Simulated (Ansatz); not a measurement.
**119Sn Mössbauer parameters in Ga4SnS7**

Cell: a measured structure from the Crystallography Open Database (COD), ions relaxed with PBE at fixed cell.

```cif
data_Ga4SnS7
_symmetry_space_group_name_H-M 'Pc'
_symmetry_Int_Tables_number 7
_cell_length_a 7.2690
_cell_length_b 6.3610
_cell_length_c 12.4080
_cell_angle_alpha 90.000
_cell_angle_beta 106.556
_cell_angle_gamma 90.000
loop_
_atom_site_label
_atom_site_type_symbol
_atom_site_symmetry_multiplicity
_atom_site_Wyckoff_symbol
_atom_site_fract_x
_atom_site_fract_y
_atom_site_fract_z
Ga1 Ga 2 a 0.3763 0.4237 0.3309
Ga3 Ga 2 a 0.6327 0.9251 0.3246
Ga5 Ga 2 a 0.4995 0.7529 0.5655
Ga7 Ga 2 a 0.1252 0.9383 0.3218
Sn Sn 2 a 0.9743 0.6200 0.5191
S11 S 2 a 0.0835 0.2744 0.2579
S13 S 2 a 0.7362 0.9407 0.5181
S15 S 2 a 0.6118 0.2662 0.2617
S17 S 2 a 0.3409 0.7561 0.2477
S19 S 2 a 0.2166 0.9356 0.5160
S21 S 2 a 0.8581 0.7318 0.2762
S23 S 2 a 0.4967 0.4134 0.5175
```

One atom of each set is listed.

Method: Kohn–Sham DFT in Ansatz, r2SCAN, plane waves and PAW, scalar-relativistic, 500 eV cutoff, Γ-centred 4×5×3 k-points, Fermi–Dirac smearing 0.02 eV.

Isomer shifts (against SnO₂) follow from the electron density at the nucleus, δ = α(ρ − ρ₀), with α = 0.093 mm s⁻¹ a₀³ and ρ₀ = 183072.84 a₀⁻³ from a line fitted to 8 measured compounds at this level of theory (rms miss 0.14 mm/s). ΔE_Q = ½eQV_zz(1 + η²/3)^½ with Q = -0.132 b for the 23.9 keV state.

Q: Give the isomer shift and quadrupole splitting of each Sn site.

A: 

| site | atoms | first shell | ρ − ρ₀ (a₀⁻³) | δ (mm/s) | ΔE_Q (mm/s) | η |
| --- | --- | --- | --- | --- | --- | --- |
| Sn | 2 | 4 S at 2.67–2.98 Å | 38.2 | 3.55 | 1.24 | 0.37 |

The shift of Sn is typical of Sn(II), and the large splitting points to a stereochemically active lone pair.

The largest force is 0.3 eV/Å, so the atoms aren't at the calculated equilibrium and relaxing them would move these values. Without spin–orbit coupling (the program notes it for Sn) the gradients are little affected as a rule: paired runs on crystals with a gap mostly move them by under 2 % at such atoms. With these PAW files V_zz is typically within 2 to 3 % of all-electron values, but misses above 10 % occur on Sn. Shifts outside the range of the fitted compounds (-0.5 to 3.2 mm/s for Sn) are extrapolations.
